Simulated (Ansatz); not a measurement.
Relaxed-ion elastic tensor of Y (dhcp (α-La type), P6_3/mmc) in GPa (Voigt order), PBEsol (plane waves, PAW; program Ansatz); density 4.78 g/cm³, 30.86 Å³ per atom.

```
76.3  27.5  20.0   0.0   0.0   0.0
27.5  76.3  20.0   0.0   0.0   0.0
20.0  20.0  87.2   0.0   0.0   0.0
 0.0   0.0   0.0  23.4   0.0   0.0
 0.0   0.0   0.0   0.0  23.4   0.0
 0.0   0.0   0.0   0.0   0.0  24.4
```

Q: Is the crystal mechanically stable?

A: Yes: the smallest eigenvalue of C is 23.4 GPa.

Q: Work out the Voigt, Reuss and Hill averages.

A: K_V = 41.6, K_R = 41.6, K_H = 41.6; G_V = 25.7, G_R = 25.3, G_H = 25.5 GPa.

Q: Give Young's modulus, Poisson's ratio, Pugh's ratio and the universal anisotropy index.

A: E = 9KG/(3K + G) = 63.5 GPa; ν = 0.25; K/G = 1.63 (brittle by the Pugh limit of 1.75); A_U = 5G_V/G_R + K_V/K_R − 6 = 0.09.

Q: Estimate the sound speeds and the Debye temperature.

A: v_l = √((K + 4G/3)/ρ) = 3980 m/s, v_t = √(G/ρ) = 2310 m/s, mean 2560 m/s; Θ = (h/k)(3n/4πV)^(1/3) v_m = 243 K.

Q: How much does each axis shrink under pressure?

A: Linear compressibilities β_i = Σ_j S_ij (j = 1 to 3): x 8.1, y 8.1, z 7.7 per TPa.

The first step of the workflow began from a Materials Project structure, measured or hypothetical. Its sites differ from those of the usual phase in this space group: another stacking or structure type. Symmetry was held in the PBEsol relaxation; of distortions, only those at the zone centre were tested. The workflow began spin-polarised and lost its moments. As this level gives no gap, shear constants depend on the k-mesh and smearing (Fermi–Dirac, 0.1 eV here).

Potentials: the later of the program's two PAW sets.
